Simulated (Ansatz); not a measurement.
Hg:
```xyz
2
Lattice="0.0000 3.8296 3.8296 3.8296 0.0000 3.8296 3.8296 3.8296 0.0000" Properties=species:S:1:pos:R:3 pbc="T T T"
Hg     0.0000     0.0000     0.0000
Hg     1.9148     1.9148     1.9148
```

Relaxed with PBE. Special points in fractions of this cell's reciprocal vectors: Γ (0.000, 0.000, 0.000); X (0.500, 0.000, 0.500); U (0.625, 0.250, 0.625); K (0.375, 0.375, 0.750); L (0.500, 0.500, 0.500); W (0.500, 0.250, 0.750).

Problem. List the band energies nearest the valence-band maximum at these points for the program Ansatz at the PBE level (PAW).

Solution. In eV from the valence-band maximum; about four levels below and three above (degenerate sets whole), none deeper than 8.9 eV; points with the same levels are listed once.

```csv
k,below,above
Γ,-6.32 -6.32 -5.88 0.00,3.42 3.42 3.42
X,-6.25 -6.25 -3.58 -3.58,1.21 1.21 3.23 3.23
U,-6.24 -6.21 -3.86 -3.25,0.47 1.52 3.37
L,-6.28 -6.28 -4.57 -2.63,1.90 2.35 2.35
W,-6.21 -6.21 -3.55 -3.55,0.74 0.74 4.96 4.96
```

Space group Fd-3m (diamond). The start of the workflow was typed in or built on a structure type; neither database checked (COD, Materials Project) lists it. It is not the usual solid phase (space group No. 166). Symmetry was held in the PBE relaxation; its stability against distortions is not shown here. The substance is a gas or liquid at ambient conditions. Spin–orbit coupling is left out wherever it is not named.

Potentials: the later of the program's two PAW sets.
